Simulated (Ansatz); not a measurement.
**ZrC (Fm-3m), elastic constants by finite strains: input and output**

Method: r²SCAN, PAW on Ansatz 0.2.0's default frozen-core files (fitted under PBE), scalar-relativistic.

The cell comes from a PAW relaxation under the same functional.

Command:

```sh
ansatz run input.yaml --threads 1 --pin off --max-ram 2560MiB --backend cpu --events-out ev --progress --plain --runs-dir out
```

Input:

```yaml
crystal:
  lattice:
    - [0.0, 2.35590606271, 2.35590606271]
    - [2.35590606271, 0.0, 2.35590606271]
    - [2.35590606271, 2.35590606271, 0.0]
  atoms:
    - { symbol: Zr, position: [0.5, 0.5, 0.5] }
    - { symbol: C, position: [0.0, 0.0, 0.0] }
kpoints:
  mp_grid: { grid: [16, 16, 16] }
scf:
  occupations: { method: fermi_dirac, width: 0.1 }
hamiltonian:
  xc: r2scan
  pseudopotentials: { kind: paw }
elastic:
  mode: relaxed_ion
  stencil: two_point
  amplitude: 0.005
```

Output:

```
Warning: RAYON_NUM_THREADS=1 ignored (pool sized by the plan → 1); use --threads N
Engine: ansatz 0.2.0, aarch64-unknown-linux-gnu
Pseudopotentials: kind: paw
Pseudopotential: Zr, paw, valence charge 12, recommended cutoff 500 eV (meta_gga), Zr.paw.azcp
Pseudopotential: C, paw, valence charge 4, recommended cutoff 500 eV (meta_gga), C.paw.azcp
Functional definition: r2SCAN
  parameter k0 = 0.174
  parameter k1 = 0.065
  parameter a1 = 4.9479
  exchange = r2scan_x(k0 = k0, k1 = k1, a1 = a1)
  correlation = r2scan_c
Crystal: 2 atoms, lattice volume = 26.152 Å³
Basis set: ecut = 500 eV, 645 PW (Γ), exchange–correlation on 100×100×100 points (64 copies of the dense FFT grid, shifted against one another)
Bands: 12, of which v1, the nominal top of the filled ones, is band 8 counted from 1 (7 counted from 0)
Symmetry: 48 space group operations
Space group: Fm-3m (ITA 225), of the structure as read, at distance tolerance 3.0e-5 Å
k-points: 145 of 4096
Non-local potential: Zr, projectors of the file, l = 0: 3, l = 1: 2, l = 2: 2, l = 3: 2
Non-local potential: C, projectors of the file, l = 0: 2, l = 1: 2, l = 2: 1
PAW form: soft (Blöchl's): semilocal exchange-correlation on the pseudo side does not see the compensation charge
PAW frozen core: Zr, regenerated for the run's functional (the file was generated under x = pbe(κ = 0.804, μ = 0.2195149727645171), c = pbe(β = 0.06672455060314922))
PAW frozen core: C, regenerated for the run's functional (the file was generated under x = pbe(κ = 0.804, μ = 0.2195149727645171), c = pbe(β = 0.06672455060314922))
PAW one-centre angular grid: Zr, 590 points (default); XC on 160 Gauss nodes
PAW one-centre angular grid: C, 302 points (default); XC on 239 of its mesh's 2573 points in the sphere
Initial density: superposition of atomic densities (neutral atoms: chi_scale 0, normalization atom), corrected by the library's trained network
Initial wavefunctions: pseudopotential atomic-orbital guess
[... 90 lines left out ...]
  E_vtau       = 15.644845  (kinetic-family band-sum trace: ∫τ·v_τ [+ j·A + Jᵃ·Aᵃ] dr)
  E_ewald      = -1280.788737
  E_core_change = -0.189515  (= ΣΔE_core)
  E_smearing   = -0.009059  (= −TS)
  E_closure    = -0.000000  (closes the sum)
  Σ components = -4448.713470   (vs F -4448.713470, Δ=0.00e0)
--- Forces (eV/Å), atoms counted from 1 ---
  atom   1  Zr     0.00000000    -0.00000000     0.00000000
  atom   2  C     -0.00000000    -0.00000000    -0.00000000
  max |Σ_I F_I| component: 3.52e-29 eV/Å
--- Stress (GPa, compression-positive) ---
       -0.048585       0.000000       0.000000
       -0.000000      -0.048585      -0.000000
       -0.000000      -0.000000      -0.048585
  P = ⅓ Tr σ = -0.0486 GPa (-0.486 kbar)
--- Elastic constants: 2 strain directions × 2 members + reference (group order 48) ---
  dense FFT box of the reference and of every strained cell: 25×25×25
  strains applied: 11, 23; error gains: componentwise 1.00 (the most a stress slope's error grows in a printed constant), spectral 1.73 (1 for all six strains in a standard setting)
  C = ∂σ_k/∂η_j (tension-positive GPa; Voigt order 11 22 33 23 13 12):
       470.723    109.333    109.333     -0.000      0.000      0.000
       109.333    470.723    109.333      0.000     -0.000      0.000
       109.333    109.333    470.723      0.000     -0.000     -0.000
         0.000     -0.000     -0.000    165.375      0.000     -0.000
         0.000     -0.000      0.000     -0.000    165.375     -0.000
         0.000     -0.000      0.000      0.000     -0.000    165.375
  reference stress σ⁰ (GPa):      0.049      0.049      0.049     -0.000      0.000     -0.000
  C* (energy form; C + prestress term) asymmetry max|C*_kj − C*_jk| = 5.684e-14 GPa — a small one proves nothing (zero by symmetry where the batch's group is 432, −43m or m−3m); a large one is finite-difference/SCF noise where ...
  moduli (Voigt/Reuss/Hill, GPa): K = 229.80/229.80/229.80   G = 171.50/171.18/171.34   E = 411.70   ν = 0.201
  mechanically stable: yes (min eigenvalue of sym C = 165.38 GPa)
  strain η (Voigt 11):  stress-route row diagonal C_11 = 470.72 GPa, energy-path curvature d²(F+E_count+ΔE)/dδ²/Ω₀ = 470.63 GPa
         δ    σ_11 (GPa)             F (eV)   n_scf  n_hpsi   n_pw
    -5.000e-3      -2.3686       -4448.7125291      10   97760    680   relax 0 steps, max|allowed force component| 4.98e-30 eV/Å
     5.000e-3       2.3386       -4448.7124869       7   81017    684   relax 0 steps, max|allowed force component| 2.61e-30 eV/Å
  strain η (Voigt 23):  stress-route row diagonal C_44 = 165.38 GPa, energy-path curvature d²(F+E_count+ΔE)/dδ²/Ω₀ = 165.34 GPa
         δ    σ_23 (GPa)             F (eV)   n_scf  n_hpsi   n_pw
    -5.000e-3      -0.8269       -4448.7131308       8  156951    684   relax 0 steps, max|allowed force component| 1.87e-30 eV/Å
     5.000e-3       0.8269       -4448.7131308       8  157612    684   relax 0 steps, max|allowed force component| 3.19e-29 eV/Å
```

The calculation finished and met its thresholds.

Elastic moduli:

Elastic constants of a crystal by Kohn-Sham DFT: slopes of the stress over finite engineering strains of the given cell, Voigt indices, Cartesian axes as in the input; Hill averages of a grain aggregate, Debye temperature from the mean sound speed over directions.

| Property | Result |
| --- | --- |
| Bulk modulus | 229.8 GPa |
| Shear modulus | 171.3 GPa |
| Young modulus | 411.7 GPa |
| Poisson ratio | 0.2014 |
| Bulk over shear modulus | 1.341 |
| Elastic anisotropy index | 0.0094 |
| Least young modulus | 400.1 GPa |
| Largest young modulus | 429.5 GPa |
| Longitudinal sound speed | 8361 m/s |
| Transverse sound speed | 5113 m/s |
| Elastic debye temperature | 713.3 K |
| Linear compressibility (x, y, z) | 1.451, 1.451, 1.451 1/TPa |
| Zener ratio | 0.9152 |
| Cauchy pressure | -56.04 GPa |

Elastic constants:

```json
{
  "Pressure at rest": "-0.049 GPa",
  "Least elastic eigenvalue": "165.4 GPa",
  "Elastically stable": "yes"
}
```

| index | elastic (GPa) |
| --- | --- |
| 11 | 470.7 |
| 12 | 109.3 |
| 44 | 165.4 |

Strained cells:

Stress of each strained cell less that at rest, tension positive.

```tsv
strain component	strain	stress xx (GPa)	stress yy (GPa)	stress zz (GPa)	stress yz (GPa)	stress xz (GPa)	stress xy (GPa)	relaxation steps
xx	-0.005	-2.417	-0.5524	-0.5524	0	0	0	0
xx	0.005	2.29	0.5409	0.5409	0	0	0	0
yz	-0.005	0.0008	-0.0022	-0.0022	-0.8269	0	0	0
yz	0.005	0.0008	-0.0022	-0.0022	0.8269	0	0	0
```

Known limits: frozen-core PAW files fitted under PBE, their cores solved anew for the functional of the run; responses of metals move with mesh and smearing.

Cost: 80 s on 1 thread of Arm Neoverse V2, on a shared host, peak memory 0.59 GiB.
